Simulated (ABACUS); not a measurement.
Set-up for a self-consistent single point of SrTiO3 (Pm-3m, 5 atoms in the cell; from Materials Project mp-5229, changed as shown).

```xyz
5
Lattice="3.8328 0.0000 0.0000 0.0000 3.8328 0.0000 0.0000 0.0000 3.8328" Properties=species:S:1:pos:R:3 pbc="T T T"
Sr     0.0000     0.0000     0.0000
Ti     1.9164     1.9164     1.9164
O      1.9164     0.0000     1.9164
O      0.0000     1.9164     1.9164
O      1.9164     1.9164     0.0000
```

All values come from this method and carry its errors: PBE, PseudoDojo 0.5 standard norm-conserving PBE (tails mended) pseudopotentials (plane waves; ABACUS).

ABACUS settings:

KPT: Gamma 6 6 6 0 0 0
basis_type: pw
dft_functional: PBE
ecutwfc: 84 Ry
smearing_method: gaussian
smearing_sigma: 0.00367493 Ry
potentials: PseudoDojo 0.5 standard norm-conserving PBE (tails mended)
symmetry: 1
symmetry_prec: 1e-05
ks_solver: dav_subspace
scf_nmax: 100
scf_thr: 1.0e-09 Ry
mixing_type: pulay

Results:

```
Quantity                                                 Result
------------------------------------------------  -------------
Number of valence electrons                                  40
Number of bands                                              30
Number of k-points after the program's reduction             20
Number of plane waves (most at a k-point)                  4972
Number of SCF iterations                                     11
FFT grid                                           45 × 45 × 45
Free energy E − TS                                -3905.7635 eV
Top of the valence band (on the code's own zero)       10.86 eV
Gap on the k-point mesh                                 2.01 eV
Pressure                                              15.67 GPa
```

Stress (GPa, positive for compression):
```
15.67   0.00   0.00
 0.00  15.67   0.00
 0.00   0.00  15.67
```

The gap is read on the k-point mesh of the run and can differ from the gap over the whole zone at this level.

For comparison: a first run was changed to give this one (volume scaled by 0.94), and from it to this one the free energy goes up by 40.0 meV/atom, the pressure goes from 2.76 to 15.67 GPa and the gap on the mesh goes from 1.896 to 2.013 eV.

The structure comes from a collection of computed structures, made at another level of theory; the collection holds predicted forms beside known ones.

Cost on one core: roughly 40 core-seconds.

“Tails mended”: in these copies of the files the far tail of each local potential was reset to the Coulomb form.
